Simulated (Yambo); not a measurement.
NH4F: lowest vertical excitons

```
CELL_PARAMETERS angstrom
      4.40767     0.00000     0.00000
     -2.20383     3.81715     0.00000
      0.00000     0.00000     7.13632
ATOMIC_POSITIONS crystal
  H  0.53787 0.07575 0.92307
  H  0.46213 0.53787 0.42307
  H  0.92425 0.46213 0.92307
  H  0.46213 0.92425 0.42307
  H  0.53787 0.46213 0.92307
  H  0.07575 0.53787 0.42307
  H  0.33333 0.66667 0.22863
  H  0.66667 0.33333 0.72863
  N  0.33333 0.66667 0.37471
  N  0.66667 0.33333 0.87471
  F  0.33333 0.66667 0.99764
  F  0.66667 0.33333 0.49764
```

The geometry is that of Materials Project entry mp-23794, symmetrised and not relaxed again.

BSE in Yambo on norm-conserving LDA (Quantum ESPRESSO, 84 Ry, scalar-relativistic) bands: 6×6×4 mesh, 6 valence and 2 conduction bands, static screening with 60 bands and a 3 Ry block, scissor 4.00 eV, Tamm-Dancoff; field along x.

| state | energy (eV) | states within 2 meV | relative strength | class | main transitions |
|---|---|---|---|---|---|
| 1 | 8.50 | 2 | < 0.01 | dark | several band pairs |
| 2 | 8.65 | 1 | < 0.01 | dark | VB−2 → CB (66 %) |
| 3 | 8.66 | 2 | 1.00 | strong | several band pairs |
| 4 | 8.78 | 1 | < 0.01 | dark | several band pairs |
| 5 | 9.38 | 1 | < 0.01 | dark | VB−1 → CB (84 %) |
| 6 | 9.42 | 2 | 0.01 | weak | several band pairs |
| 7 | 9.47 | 2 | < 0.01 | dark | several band pairs |
| 8 | 9.50 | 2 | < 0.01 | dark | several band pairs |

These are vertical excitations (zero momentum); the indirect quasiparticle gap, about 9.90 eV, is smaller than the direct one (10.22 eV on the GW mesh). The direct quasiparticle gap on this mesh is 10.22 eV; counted from there, state 1 is bound by 1.72 eV. Convergence with the mesh was not shown.

Spin singlets only. Strengths are relative to the strongest of the lowest states of this run; strong means a line over 3 % of the spectrum's maximum, dark under 0.03 %. Absolute energies carry the error of the G0W0 scissor, whose convergence isn't established; the long-wavelength screening was taken along (1,1,1) although the crystal is anisotropic.

The distance between layers or molecules is the database entry's, not relaxed here. Functionals without dispersion can leave it too large, which widens gaps and weakens the response across layers: the numbers belong to this cell.
